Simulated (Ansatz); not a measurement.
The calculation used DFT PBE, scalar-relativistic, plane waves, PAW (Ansatz 0.2.0). Cutoff 420 eV, Γ-centred meshes of about 0.25 Å⁻¹ or finer for metals and 0.3 Å⁻¹ for insulators (2π included), Gaussian smearing. No spin polarisation.

Temperature and zero-point effects are left out.

Two relaxed structures of Al3BiO3:

A.

```
Al Bi O
1.0
     3.08292   -3.67921    0.00000
     3.08292    3.67921    0.00000
    -1.92489    0.00000    4.71917
Al Bi O
3 1 3
Cartesian
  3.6013 0.0000 0.4831
  2.2238 -1.6650 2.5878
  2.2238 1.6650 2.5878
  -1.0153 0.0000 4.4788
  3.8098 1.4070 1.6635
  3.8098 -1.4070 1.6635
  2.0604 0.0000 3.3928
```

B.

```
Al Bi O
1.0
     3.72486    2.15055    2.20042
    -3.72486    2.15055    2.20042
     0.00000   -4.30110    2.20042
Al Bi O
3 1 3
Cartesian
  1.6368 -0.9450 2.0876
  -1.6368 -0.9450 2.0876
  0.0000 1.8900 2.0876
  0.0000 0.0000 5.7374
  0.0000 -1.6254 2.6016
  -1.4077 0.8127 2.6016
  1.4077 0.8127 2.6016
```

Question: Which form is favoured at zero pressure, and by what margin per atom?

Answer: B is lower, by 13 meV/atom. A has space group Cm (No. 8), 15.3 Å³/atom and a gap of 0.79 eV on its mesh; B has space group R3m (No. 160), 15.1 Å³/atom and a gap of 0.69 eV. Counting O atoms around Al and Bi (those within 1.25 times the shortest such distance or 1.15 times the sum of covalent radii; a plus sign parts nearer from farther groups; the shortest distance is added where it is long for a bond), A has Al 3, Bi 2+4 from 3.0 Å and B has Al 3, Bi 3+3 from 3.0 Å. Both come from trial cells of a structure search, whose lowest cell (P2_1/m, 17.7 Å³/atom) lies 54 meV/atom below the lower of the two.

Spin–orbit coupling, which can matter for Bi, is left out. Kohn–Sham gaps at this level usually fall short of measured ones. The missing spin–orbit coupling can work the other way here. With atoms moved at random, A and B came back. Some structure types and database cells were kept out of the candidates from the start, so a known form may be missing.
